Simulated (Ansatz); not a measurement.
**Question.** Name crystals whose computed values (plane-wave PAW PBEsol (Ansatz code)) fall in these windows: B₀ by P(V) fit (GPa) 130 to 150; G_Hill (GPa) 57 to 82.

**Answer.** 

```csv
crystal,B₀ by P(V) fit (GPa),G_Hill (GPa)
"Al3Pd2, La2O3 or Ni2Al3 type",140,70.5
"YPd3, Cu3Au type",146,62.3
"TiS, NiAs type",143,71.7
"ScOF, P2_1/c (Sc on 4e, O on 4e, F on 4e)",140,66.6
"TiSi, Cmmm (Ti on 2b, Si on 2d)",139,57.2
```
Others may fit too.

Standing as an ambient phase not checked: Al3Pd2, La2O3 or Ni2Al3 type; YPd3, Cu3Au type; TiS, NiAs type; ScOF, P2_1/c (Sc on 4e, O on 4e, F on 4e); TiSi, Cmmm (Ti on 2b, Si on 2d). All cells were relaxed under the symmetry of their starts (and spin orders); stability against distortions was not tested throughout. Rows with no word on spin ran without spin polarisation. Scalar-relativistic: spin–orbit coupling is off unless named, which matters more the heavier the elements.

Potentials: the later of the program's two PAW sets.
